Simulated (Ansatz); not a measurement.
## 81Br nuclear quadrupole resonance in Br

Cell: a structure deposited in the COD whose atoms were relaxed with PBE, the cell held.

```yaml
crystal:
  lattice:
    - [3.33500, -2.24000, 0.00000]
    - [3.33500, 2.24000, 0.00000]
    - [0.00000, 0.00000, 8.72000]
  atoms:
    - { symbol: Br, position: [0.13381, 0.86619, 0.11720] }
    - { symbol: Br, position: [0.63381, 0.36619, 0.38280] }
    - { symbol: Br, position: [0.86619, 0.13381, 0.88280] }
    - { symbol: Br, position: [0.36619, 0.63381, 0.61720] }
```

Atom numbers follow the list; atoms alike are taken as one site, whose name carries the number of the first.

Level of theory: DFT, PBE, plane waves and PAW, scalar-relativistic, 420 eV cutoff, Γ-centred 8×8×4 k-points, Fermi–Dirac smearing 0.05 eV (Ansatz 0.2.0).

81Br: I = 3/2, Q = 257.9 mb (year-2017 value). Static lattice, zero field.

(1) At which frequencies do the 81Br NQR lines lie?

(2) And for 79Br (I = 3/2, Q = 308.7 mb) on Br?

Results:

(1) For I = 3/2 there is one line, ν = (|C_Q|/2)(1 + η²/3)^½.

```
site       atoms  V_zz (10²¹ V/m²)  C_Q (MHz)     η  line frequencies (MHz)
  Br  1, 2, 3, 4              96.3        600  0.21                   302.5
```

(2) C_Q scales with Q to 719 MHz, with lines at 362.1 MHz.

The structure holds Br–Br bonds (2.37 Å). At Br V_zz points along its bond to Br (within 1°).
